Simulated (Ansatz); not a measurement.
# Zone-centre phonons of H at 13 GPa: input and output

Method: DFT PBEsol, scalar-relativistic, plane waves, PAW in Ansatz 0.2.0.

It can be run as:
```bash
ansatz run input.yaml --threads 1 --pin off --backend cpu --events-out ev --progress --plain --runs-dir out  # memory cap (--max-ram) not shown
```

Input (bare energies are in eV):
```yaml
crystal:
  lattice:
    - [-1.1646733152, 1.1646733152, 1.646941697]
    - [1.1646733152, -1.1646733152, 1.646941697]
    - [1.1646733152, 1.1646733152, -1.646941697]
  atoms:
    - { symbol: H, position: [0.8850815157, 0.8850815157, 0.0] }
    - { symbol: H, position: [0.1149184843, 0.1149184843, 0.0] }
basis:
  ecutwfc: 420
kpoints:
  mp_grid: { grid: [10, 10, 10] }
hamiltonian:
  xc: pbesol
scf:
  occupations: { method: fixed }
output:
  eigenvalues: true
phonons:
  method: dfpt
  dielectric: true
  rigid_motions: translations
  eigenvectors: true
```

Results section of the output:
```
--- Phonons (Γ-DFPT): 2 representative perturbations + reference, on 282 of 1000 k-points (Σ response iterations 8) ---
  k mesh reduced under 2 symmetry operations, with k and −k counted as one. Each operation leaves every solved perturbation unchanged. A smaller set is not considered because the run solves the response ...
  ASR residual: 2.550e-4 → 0.000e0 eV/Å²; symmetrization residual: 1.522e-8 eV/Å²
  ASR residual per site (eV/Å²): 2.55e-4 2.55e-4
  Γ frequencies (cm⁻¹): 0.00 0.00 0.00 328.66 328.66 4151.88
  ε∞ (high-frequency dielectric tensor):
        2.577123    -0.000000     0.000000
       -0.000000     2.577123    -0.000000
        0.000000    -0.000000     3.525915
  ε⁰ (static dielectric tensor: ions relaxed, cell fixed):
        2.577123    -0.000000     0.000000
       -0.000000     2.577123    -0.000000
        0.000000    -0.000000     3.525915
  ε⁰ − ε∞ (ionic part):
        0.000000     0.000000     0.000000
        0.000000     0.000000     0.000000
        0.000000     0.000000     0.000000
  softest optical mode at Γ: 328.66 cm⁻¹; the repairs (sum rule, projections) moved no ω² at Γ by more than (8.30 cm⁻¹)²
  Born effective charges Z* (e; rows j = field, columns β = displacement):
    site 0:
         0.00000    0.00000    0.00000
         0.00000    0.00000    0.00000
         0.00000    0.00000    0.00000
    site 1:
         0.00000    0.00000    0.00000
         0.00000    0.00000    0.00000
         0.00000   -0.00000    0.00000
  Z* charge neutrality: 4.270e-4 e pre-enforcement
  solved inside a basis spanned on kpoints, on 10×10×10 k-points, its susceptibility summed on 16×16×18: ε∞ is read to err by 9.2e-3, Z* by 1.3e-3 e (field_mesh: kpoints solves on kpoints)
  optical modes at Γ without the LO–TO term, one row a degenerate level:
      ω (cm⁻¹) modes IR ((D/Å)²/amu)
        328.66      2             0.0000
       4151.88      1             0.0000
  optical modes at Γ + LO–TO along q̂ = [1.0000, 0.0000, 0.0000]:
      ω (cm⁻¹) modes IR ((D/Å)²/amu)
        328.66      2             0.0000
       4151.88      1             0.0000
  optical modes at Γ + LO–TO along q̂ = [0.0000, 1.0000, 0.0000]:
      ω (cm⁻¹) modes IR ((D/Å)²/amu)
        328.66      2             0.0000
       4151.88      1             0.0000
  optical modes at Γ + LO–TO along q̂ = [0.0000, 0.0000, 1.0000]:
      ω (cm⁻¹) modes IR ((D/Å)²/amu)
        328.66      2             0.0000
       4151.88      1             0.0000
```

The crystal is built of molecules and no dispersion correction was added, so the binding between them is poorly described, and with it their spacing and whatever depends on it. Other phases may be more stable at this pressure.